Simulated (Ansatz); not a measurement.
SrTl, DFT, LDA, PAW with Ansatz's default frozen-core files, scalar-relativistic (Ansatz 0.2.0), run on 1 thread of Intel(R) Xeon(R) Platinum 8375C CPU @ 2.90GHz (Ice Lake) on a shared host.

The cell is COD entry 1540774, as deposited and not checked against the literature; nothing was relaxed. It is an old determination, and later ones may differ. The listed cell was then made from it by scaling, straining or moving an atom.

Command: `ansatz run input.yaml --threads 1 --pin off --max-ram 3072MiB --backend cpu --events-out ev --progress --plain --runs-dir out`

```yaml
crystal:
  lattice:
    - [4.004938782, 0.0, 0.0]
    - [0.0, 4.004938782, 0.0]
    - [0.0, 0.0, 4.004938782]
  atoms:
    - { symbol: Sr, position: [0.0, 0.0, 0.0] }
    - { symbol: Tl, position: [0.5, 0.5, 0.5] }
kpoints:
  mp_grid: { grid: [8, 8, 8] }
scf:
  occupations: { method: fermi_dirac, width: 0.05 }
hamiltonian:
  xc: lda
  pseudopotentials: { kind: paw }
output:
  forces: true
  stress: true
  eigenvalues: true
  efg: { contact_densities: true }
```

(1) How large is the problem that the program sets up?

(2) Estimate the wall time and the peak memory.

(3) And the same cell and mesh by crystal-made all-electron datasets, asked for forces, stress, eigenvalues, efg, on the same hardware?

## Answers

(1) 35 irreducible k-points, 1237 plane waves at Γ, 16 bands.

(2) 3.1 s of wall time for 6 SCF iterations, with a peak of 0.42 GiB. Times on shared machines scatter by tens of per cent.

(3) 5.5 s, peak memory 0.43 GiB.
